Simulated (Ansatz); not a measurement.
Space group I4/mmm (No. 139). a = 4.776 Å, b = 4.776 Å, c = 9.692 Å, α = 90.00°, β = 90.00°, γ = 90.00°
```tsv
atom	site	symmetry	x	y	z
Sn	2b	4/mmm	0.5000	0.5000	0.0000
Sn	4d	-4m2	0.5000	0.0000	0.2500
Bi	2a	4/mmm	0.0000	0.0000	0.0000
```

Equation of state of this Sn3Bi structure (not necessarily the ground state), with shape and atoms relaxed at each volume where symmetry leaves them free. It has no gap at any of these volumes. The calculation used DFT PBEsol, scalar-relativistic, plane waves, PAW (Ansatz 0.2.0).

Settings: cutoff 420 eV, Γ-centred mesh 12×12×12 on the computed 4-atom cell, Gaussian smearing of 0.10 eV; no spin polarisation.

```
V (Å³/atom) E − E(largest V) (meV/atom) P (GPa)
     24.317                        46.89     9.43
     25.146                         6.05     6.44
     25.975                       -20.63     3.93
     26.804                       -35.36     1.80
     27.633                       -39.94     0.00
     28.462                       -35.87    -1.53
     29.291                       -24.50    -2.81
     30.397                         0.00    -4.21
```

Fit a third-order Birch–Murnaghan equation to E(V).

V0 = 27.64 Å³/atom, B0 = 55 GPa, B0' = 4.5.

Spin-orbit coupling is left out, which matters for the bands of heavy elements.